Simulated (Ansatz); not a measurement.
Input:

GeW:
Space group Cmcm (No. 63); a = 3.1799 Å, b = 9.1234 Å, c = 4.3843 Å, α = β = γ = 90.00°

```tsv
atom	site	symmetry	x	y	z
Ge	4c	m2m	0.0000	0.5981	0.2500
W	4c	m2m	0.0000	0.1258	0.7500
```
(The calculation used a cell of 4 atoms; values per cell refer to that cell.)

This is the PBE-relaxed structure.

**Question.** All from plane-wave PAW PBE (Ansatz code), unless another level is named. Estimate the electronic character.

**Answer.** metallic (no gap).

**Question.** Predict the formation energy from the elements (no fitted shifts).

**Answer.** 0.38 eV/atom.

**Question.** What about the density of states at the Fermi level?

**Answer.** 0.58 states/eV per atom (mean over ±0.08 eV).

The cell is a constructed one: a structure type filled with these elements; neither database checked (COD, Materials Project) lists it. Whether it is the stable phase at ambient conditions was not checked. The PBE relaxation kept the symmetry of its start; whether a distortion lowers the energy is not shown. The run is not spin-polarised. The references are the lowest solids computed at this level, not always the standard phases. Scalar-relativistic: spin–orbit coupling is off unless named, which matters more the heavier the elements.

Potentials: the later of the program's two PAW sets.
